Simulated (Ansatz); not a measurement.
TiS₂ (rutile, P4_2/mnm) at seven volumes, PBE (plane waves, PAW; program Ansatz), shape and atoms relaxed at each. One row is withheld.

```tsv
V (Å³/atom)	P (GPa)
17.988	9.64
18.581	5.84
19.174	2.65
19.767	0.00
20.360	-2.22
20.953	?
21.546	-5.42
```

Fit the shown pressures and predict the withheld one.

P = (3/2)B₀(x^(7/2) − x^(5/2))[1 + (3/4)(B′ − 4)(x − 1)] with x = (V₀/V)^(2/3). Least squares on the six rows gives V₀ = 19.767 Å³/atom, B₀ = 79.5 GPa, B′ = 5.36. At V = 20.953, x = 0.9619 and P = -3.96 GPa. The run itself gave -4.02 GPa.

The cell is a constructed one: a structure type filled with these elements; neither database checked (COD, Materials Project) lists it. It is not the phase usual at ambient conditions (space group No. 164). Symmetry was held in the PBE relaxation; whether a distortion lowers the energy is not shown. The run is not spin-polarised.

Potentials: the later of the program's two PAW sets.
